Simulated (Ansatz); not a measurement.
BaNa2 in space group P6_3/mmc (No. 194; Na on 2a, Ba on 4f, Na on 6h) at seven volumes, r²SCAN (plane waves, PAW; program Ansatz), shape and atoms relaxed at each. One row is withheld.

| V (Å³/atom) | P (GPa) |
|---|---|
| 42.852 | ? |
| 44.265 | 0.58 |
| 45.678 | 0.27 |
| 47.091 | 0.00 |
| 48.503 | -0.24 |
| 49.916 | -0.45 |
| 51.329 | -0.63 |

Question: Fit the shown pressures and predict the withheld one.

Answer: P = (3/2)B₀(x^(7/2) − x^(5/2))[1 + (3/4)(B′ − 4)(x − 1)] with x = (V₀/V)^(2/3). Least squares on the six rows gives V₀ = 47.082 Å³/atom, B₀ = 8.5 GPa, B′ = 3.40. At V = 42.852, x = 1.0648 and P = 0.94 GPa. The run itself gave 0.93 GPa.

The workflow started from an entry of the Crystallography Open Database (COD). Its standing as an ambient phase is unchecked. Symmetry was held in the r²SCAN relaxation; its stability against distortions is not shown here. Spin–orbit coupling is left out wherever it is not named.

Potentials: the later of the program's two PAW sets.
